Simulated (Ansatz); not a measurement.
Input:

Ti$_{2}$AlC:
```cif
data_C2Al2Ti4
_chemical_formula_sum 'Ti4 Al2 C2'
_space_group_name_H-M_alt 'P63/mmc'
_space_group_IT_number 194
_space_group_name_Hall '-P 6c 2c'
_cell_length_a 3.05541
_cell_length_b 3.05541
_cell_length_c 13.71053
_cell_angle_alpha 90.000
_cell_angle_beta 90.000
_cell_angle_gamma 120.000
loop_
_atom_site_label
_atom_site_type_symbol
_atom_site_symmetry_multiplicity
_atom_site_Wyckoff_symbol
_atom_site_fract_x
_atom_site_fract_y
_atom_site_fract_z
_atom_site_occupancy
Ti1 Ti 4 f 0.33333 0.66667 0.08358 1
Al1 Al 2 d 0.66667 0.33333 0.25000 1
C1 C 2 a 0.00000 0.00000 0.00000 1
```

This is the r²SCAN-relaxed structure.

Task: All from the program Ansatz at the r²SCAN level (PAW), unless another level is named. Give the electronic character.

Result: metallic (no gap).

Task: Next, the density of states at the Fermi level?

Result: 0.31 states/eV per atom (mean over ±0.08 eV).

Task: And the formation energy from the elements (no fitted shifts)?

Result: -76 kJ/mol-atom.

Space group P6_3/mmc. The first step of the workflow began from a Materials Project structure, measured or hypothetical; the Crystallography Open Database copy checked does not list it. Its standing as an ambient phase is unchecked. The cell was relaxed with r²SCAN under the symmetry of its start; of distortions, only those at the zone centre were tested. No spin polarisation was allowed. The references are the lowest solids computed at this level, not always the standard phases.

Potentials: the earlier of the program's two PAW sets.
